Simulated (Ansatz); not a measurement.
## Hf3N2: computed property card

Hf3N2:
Space group R-3m, hexagonal axes (No. 166); a = b = 3.210 Å, c = 23.312 Å, α = β = 90.00°, γ = 120.00°

```json
[
 {"atom": "Hf", "site": "6c", "symmetry": "3m", "x": "0.0000", "y": "0.0000", "z": "0.2204"},
 {"atom": "Hf", "site": "3a", "symmetry": "-3m", "x": "0.0000", "y": "0.0000", "z": "0.0000"},
 {"atom": "N", "site": "6c", "symmetry": "3m", "x": "0.0000", "y": "0.0000", "z": "0.3879"}
]
```
(The calculation used a cell of 5 atoms; values per cell refer to that cell.)

Space group R-3m (No. 166); conventional cell a = 3.2096 Å, b = 3.2096 Å, c = 23.3118 Å, α = 90.00°, β = 90.00°, γ = 120.00°.

Method: r²SCAN in the plane-wave PAW code Ansatz. The cell and atoms are relaxed at this level. Other levels are named where they apply.

### Cell and energy

| Quantity | Result |
|---|---|
| Volume per atom | 13.86 Å³ |
| Density | 13.50 g/cm³ |
| Formation energy from the elements (no fitted shifts) | -1598 meV/atom |

### Electronic structure

| Item | Result |
|---|---|
| Electronic character | metallic (no gap) |
| Density of states at the Fermi level | 0.24 states/eV per atom (mean over ±0.08 eV) |

The first step of the workflow began from a Materials Project structure, measured or hypothetical; the Crystallography Open Database copy checked does not list it. Its standing as an ambient phase is unchecked. Symmetry was held in the r²SCAN relaxation; whether a distortion lowers the energy is not shown. No spin polarisation was allowed. The references are the lowest solids computed at this level, not always the standard phases (solids in place of the gases). Spin–orbit coupling is left out wherever it is not named.

Potentials: the earlier of the program's two PAW sets.
